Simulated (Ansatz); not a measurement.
**How far is PAW off for Rh?**

```
CELL_PARAMETERS angstrom
-0.03803 1.88253 1.88253
1.88253 -0.03803 1.88253
1.88253 1.88253 -0.03803
ATOMIC_POSITIONS crystal
Rh 0.00000 0.00000 0.00000
```

Conventional cell: a = 2.716 Å, b = 2.716 Å, c = 6.455 Å, α = 90.00°, β = 90.00°, γ = 120.00°. Around Rh (atom 1) lie 12 Rh at 2.66 to 2.72 Å.

The cell comes from COD entry 9008482, which wasn't checked; take it as a given geometry. The listed cell was then made from it by scaling, straining or moving an atom.

All numbers are computed: DFT, PBEsol, PAW with Ansatz's default frozen-core files, scalar-relativistic (Ansatz 0.2.0); DFT, PBEsol, all-electron PAW with datasets made for the crystal, scalar-relativistic (Ansatz 0.2.0); DFT, PBEsol, all-electron LAPW, scalar-relativistic (Ansatz 0.2.0).

For PAW: a Γ-centred 16×16×16 k mesh, Fermi–Dirac smearing of 0.08 eV, cutoff 420 eV, no spin polarisation; the PAW files were made with PBE, and the program remakes their frozen cores for this functional. The crystal-made all-electron datasets (AE datasets) take a cutoff of 300 eV at this cell. LAPW targets a basis error of 1 meV/atom. The Ansatz runs share mesh, smearing and spin set-up. Plane-wave (PAW) pressures include the program's estimate of the Pulay term.

Stress and pressure are positive in compression.

The change that made this cell: equal xy, yz and zx engineering shear strains of -2 %.

| quantity | PAW | AE datasets | LAPW |
| --- | --- | --- | --- |
| pressure (GPa) | -4.46 | -4.47 | -4.47 |
| stress yz (GPa) | 3.96 | 3.96 | 3.96 |
| stress xz (GPa) | 3.96 | 3.96 | 3.96 |
| stress xy (GPa) | 3.96 | 3.96 | 3.96 |
